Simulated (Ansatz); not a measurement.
The relaxed structure here is a generated cell of Cu: the first start was made by a random draw of sites in a space group, and the end was not matched to a known phase here, so it may be hypothetical. Known forms of Cu include space group No. 225.

A relaxed cell of Cu (P6₃/mmc (No. 194)), relaxed on a k-mesh at least as fine as the one used below. These are PBEsol (plane waves to 420 eV, PAW, scalar-relativistic; Ansatz, a first-principles code) values and carry that method's errors. Γ-centred k-mesh 8×15×8 on the run's cell (coarser than for final values), Fermi–Dirac smearing 0.05 eV.

```yaml
crystal:
  lattice:
    - [5.02254, 0.00000, 0.00000]
    - [-1.25563, 2.17482, 0.00000]
    - [0.00000, 0.00000, 4.14371]
  atoms:
    - { symbol: Cu, position: [0.33333, 0.33333, 0.25000] }
    - { symbol: Cu, position: [0.83333, 0.33333, 0.25000] }
    - { symbol: Cu, position: [0.16667, 0.66667, 0.75000] }
    - { symbol: Cu, position: [0.66667, 0.66667, 0.75000] }
```

The atoms are displaced by (Å):

```tsv
atom	ux	uy	uz
Cu1	-0.037	-0.007	-0.106
Cu2	0.195	-0.132	0.032
Cu3	-0.112	0.128	0.042
Cu4	-0.009	0.132	-0.189
```

### Question
What forces (eV/Å) and pressure result?

### Answer
| atom | Fx | Fy | Fz |
|---|---|---|---|
| Cu1 | 1.20 | 0.43 | 0.64 |
| Cu2 | -1.14 | 0.59 | -1.42 |
| Cu3 | 0.58 | 0.02 | -0.82 |
| Cu4 | -0.65 | -1.04 | 1.60 |

Pressure +5.5 GPa.

### Question
Estimate the energy cost of the displacement in the harmonic approximation and compare with the calculation.

### Answer
For a harmonic well ΔE = −½ Σ F·u = 0.496 eV a cell, or 124 meV/atom. The calculated energy relative to the undisplaced cell is +0.12 eV/atom, so the harmonic estimate holds well.

No spin polarisation in the result.

The run that gave the undisplaced cell could not lose the symmetry of its start; a randomly shaken copy of 4 atoms returns to this structure.
